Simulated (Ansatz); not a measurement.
Ti3Si in space group Fm-3m (No. 225; Si on 4a, Ti on 4b, Ti on 8c), PBE in the plane-wave PAW code Ansatz, all energies at zero smearing, with the estimated change up to a 700 eV cutoff added, with one set of potentials and settings (totals compare only within such a set). Cell of 4 atoms (1 Si, 3 Ti): -8136.025 eV.

| element | reference phase | E (eV/atom) |
|---|---|---|
| Si | Fd-3m, 2 atoms in the cell | -635.8096 |
| Ti | P6/mmm, 3 atoms in the cell | -2499.6739 |

Formation energy per atom, worked out: (-8136.025 − 1×(-635.8096) − 3×(-2499.6739))/4 = -0.298 eV/atom (-29 kJ per mol of atoms), at 0 K, without zero-point energy or fitted corrections.

A made-up cell: these elements were put on the sites of a structure type; the Crystallography Open Database copy checked does not list it. Its standing as an ambient phase is unchecked. Symmetry was held in the PBE relaxation; its stability against distortions is not shown here. The run is not spin-polarised. The volume moved by -23 % from the start of the relaxation. The references are the lowest solids computed at this level, not always the standard phases.

Potentials: the later of the program's two PAW sets.
